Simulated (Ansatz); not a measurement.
SiMo2C:
Space group P6₃/mmc (No. 194); a = b = 3.1063 Å, c = 12.2611 Å, α = β = 90.00°, γ = 120.00°

| atom | site | symmetry | x | y | z |
|---|---|---|---|---|---|
| Si | 2d | -6m2 | 0.6667 | 0.3333 | 0.2500 |
| Mo | 4f | 3m. | 0.3333 | 0.6667 | 0.0935 |
| C | 2a | -3m. | 0.0000 | 0.0000 | 0.0000 |

Relaxed with r²SCAN.

Problem. Which orbitals make up the states near the Fermi level in r²SCAN in the plane-wave PAW code Ansatz?

Solution. Within 0.5 eV of the Fermi level: Mo 4d 78 %, Si 3p 10 %, C 2p 6 %. Projections are on Löwdin-orthogonalised atomic valence shells; empty p or d shells of many metals are not among them.

Problem. Tabulate the density of states.

Solution. States/eV per cell of 8 atoms, in 0.25 eV bins, energy from the Fermi level.

```tsv
E (eV)	total	Mo 4d	C 2p	Si 3p
-7.85	1.25	0.46	0.10	0.07
-7.60	0.95	0.37	0.22	0.10
-7.35	2.59	1.04	0.86	0.21
-7.10	4.11	1.66	1.44	0.31
-6.85	4.68	1.89	1.77	0.29
-6.60	2.85	1.15	1.11	0.17
-6.35	1.87	0.86	0.73	0.08
-6.10	4.53	2.06	1.82	0.22
-5.85	6.31	2.86	2.49	0.48
-5.60	14.57	7.01	6.43	0.59
-5.35	5.73	2.47	2.50	0.47
-5.10	1.39	0.57	0.32	0.37
-4.85	2.35	1.02	0.35	0.77
-4.60	4.85	2.66	0.46	1.36
-4.35	6.47	4.52	0.20	1.42
-4.10	5.10	3.19	0.25	1.40
-3.85	3.93	2.12	0.25	1.29
-3.60	8.44	4.13	0.64	2.98
-3.35	6.53	3.79	0.43	1.86
-3.10	2.80	2.12	0.09	0.46
-2.85	2.43	2.03	0.05	0.25
-2.60	2.12	1.78	0.04	0.22
-2.35	2.38	1.95	0.05	0.29
-2.10	3.00	2.42	0.08	0.41
-1.85	4.53	3.85	0.11	0.46
-1.60	2.89	2.38	0.10	0.34
-1.35	2.24	1.81	0.08	0.29
-1.10	3.12	2.50	0.12	0.36
-0.85	3.78	3.00	0.20	0.37
-0.60	3.69	2.82	0.21	0.44
-0.35	3.84	2.88	0.25	0.48
-0.10	4.48	3.40	0.29	0.53
0.15	4.83	3.76	0.31	0.49
0.40	6.50	5.38	0.31	0.46
0.65	7.68	6.58	0.40	0.36
0.90	6.94	5.95	0.39	0.30
1.15	4.86	3.84	0.33	0.42
1.40	5.06	3.87	0.46	0.44
1.65	4.44	3.14	0.47	0.56
1.90	3.56	2.36	0.35	0.59
2.15	3.66	2.36	0.31	0.68
2.40	4.19	2.61	0.47	0.71
2.65	5.44	3.13	0.67	0.99
2.90	4.76	2.37	0.75	0.95
3.15	3.60	1.69	0.67	0.71
3.40	3.18	1.43	0.68	0.62
3.65	3.99	1.74	0.85	0.73
3.90	7.17	3.13	1.35	1.18
4.15	6.70	2.90	1.18	0.86
4.40	5.86	2.47	1.03	0.84
4.65	3.35	1.33	0.59	0.52
```

Space group P6_3/mmc. The start of the workflow was typed in or built on a structure type; neither database checked (COD, Materials Project) lists it. Whether it is the stable phase at ambient conditions was not checked. The cell was relaxed with r²SCAN under the symmetry of its start; its stability against distortions is not shown here. No spin polarisation was allowed. Scalar-relativistic: spin–orbit coupling is off unless named, which matters more the heavier the elements.

Potentials: the earlier of the program's two PAW sets.
